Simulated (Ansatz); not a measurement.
The start is a relaxed Pt cell deformed by the Cartesian strain tensor (xx, yy, zz, yz, xz, xy) = (-0.074, -0.008, -0.159, 0.020, 0.030, -0.007). The structure is fully relaxed (lattice and positions, P = 0) with PBEsol (plane waves to 420 eV, PAW, scalar-relativistic; Ansatz, a program for electronic structure). The first steps use a coarse 16×15×16 k-mesh.

Initial structure:
```yaml
crystal:
  lattice:
    - [0.04408, 1.98264, 1.68681]
    - [1.87195, 0.02547, 1.70542]
    - [1.80044, 1.92975, 0.09698]
  atoms:
    - { symbol: Pt, position: [0.00000, 0.00000, 0.00000] }
```

Q: How large is the pressure on the unrelaxed cell, and of which sign?

A: +155 GPa (positive: the cell is compressed).

Q: How does the volume change?

A: +29.7 %, from 11.60 to 15.04 Å³/atom.

Q: Does it find its way back to the structure it was made from?

A: It returns to the parent structure, Fm-3m (No. 225).

Q: How do the shortest distances between atoms change?

A: The closest pairs of elements (up to four, under 3.6 Å), start → end: Pt–Pt 2.37 → 2.77 Å.

Q: Is the relaxed structure metallic? Give its gap.

A: No gap (metallic).

The end point of the relaxation:

Space group Fm-3m (No. 225); a = 3.918 Å, b = 3.918 Å, c = 3.918 Å, α = 90.00°, β = 90.00°, γ = 90.00°

```csv
atom,site,symmetry,x,y,z
Pt,4a,m-3m,0.0000,0.0000,0.0000
```
(The calculation used a cell of 1 atom; values per cell refer to that cell.)

Final values are on a 20×20×20 k-mesh of the relaxed cell. No spin polarisation in the result.

The run could not lose the symmetry of its start.
